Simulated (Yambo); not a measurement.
```xyz
4
Lattice="2.9839 0.0000 0.0000 -1.4919 2.5841 0.0000 0.0000 0.0000 4.8968" Properties=species:S:1:pos:R:3 pbc="T T T"
C      0.0000     1.7227     4.2863
C      1.4919     0.8614     1.8379
Si     0.0000     1.7227     2.4468
Si     1.4919     0.8614     4.8952
```

Response from Yambo on PBEsol (pw.x of Quantum ESPRESSO, ONCV potentials, without SOC) bands: 15×15×8 mesh, 31 bands, 4 Ry local-field block, 0.2 eV broadening.

Give the static electronic dielectric constant without and with local fields along each axis.


```tsv
field along	ε(0), independent particles	ε(0), RPA with local fields	refractive index √ε
x	7.06	6.65	2.58
z	7.44	7.04	2.65
```
Electronic (clamped-ion) response only. PBEsol gaps are usually too small, which raises these values. Convergence of the RPA response with its 15×15×8 mesh was not tested. x, y and z are Cartesian axes of the cell as given.

Geometry strained from the cell relaxed with PBEsol, atoms relaxed again.
